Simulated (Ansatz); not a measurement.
A geometry of PbO away from equilibrium: the start of the relaxation of a generated trial cell of PbO in the AFLOW prototype AB_hP8_194_ad_f (B_i, as in TiAs). Calculation: r2SCAN (plane waves to 500 eV, PAW, scalar-relativistic; Ansatz, a program for electronic structure). Γ-centred k-mesh 10×10×3 on the run's cell, Fermi–Dirac smearing 0.05 eV.

```xyz
8
Lattice="3.6692 0.0000 0.0000 -1.8346 3.1777 0.0000 0.0000 0.0000 12.3787" Properties=species:S:1:pos:R:3 pbc="T T T"
O      0.0000     2.1184     1.5473
O      1.8346     1.0592     7.7367
O      1.8346     1.0592    10.8313
O      0.0000     2.1184     4.6420
Pb     0.0000     0.0000     0.0000
Pb     0.0000     0.0000     6.1893
Pb     0.0000     2.1184     9.2840
Pb     1.8346     1.0592     3.0947
```

### Question
Give the Cartesian forces on all atoms (eV/Å).

### Answer
```
atom    Fx    Fy     Fz
----  ----  ----  -----
O1    0.00  0.00  -0.11
O2    0.00  0.00  -0.11
O3    0.00  0.00   0.11
O4    0.00  0.00   0.11
Pb5   0.00  0.00   0.00
Pb6   0.00  0.00   0.00
Pb7   0.00  0.00   0.00
Pb8   0.00  0.00   0.00
```

### Question
What is the pressure?

### Answer
-2.1 GPa, compression positive.

### Question
How far above the relaxed end point is this geometry?

### Answer
under 0.01 eV/atom; the path ends in P6₃/mmc (No. 194) (AFLOW prototype AB_hP8_194_ad_f (B_i, as in TiAs)).

No spin polarisation in the result.

The run could not lose the symmetry of its start, so the end can be a saddle point.

The end of the path is a generated cell of PbO: the first start was made by placing the elements on the sites of a structure type, and the end was not matched to a known phase here, so it may be hypothetical. Known forms of PbO include space group No. 129.
